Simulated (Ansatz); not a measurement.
MgS (rock salt, Fm-3m) at seven volumes, plane-wave PAW r²SCAN (Ansatz code), scaled uniformly. One row is withheld.

```
V (Å³/atom)  P (GPa)
-----------  -------
16.021          9.11
16.549          5.60
17.077             ?
17.605          0.01
18.133         -2.21
18.662         -4.13
19.190         -5.77
```

### Question
Fit the shown pressures and predict the withheld one.

### Answer
P = (3/2)B₀(x^(7/2) − x^(5/2))[1 + (3/4)(B′ − 4)(x − 1)] with x = (V₀/V)^(2/3). Least squares on the six rows gives V₀ = 17.607 Å³/atom, B₀ = 79.7 GPa, B′ = 4.04. At V = 17.077, x = 1.0206 and P = 2.59 GPa. The run itself gave 2.60 GPa.

The cell was relaxed with r²SCAN under the symmetry of its start.

Potentials: the later of the program's two PAW sets.
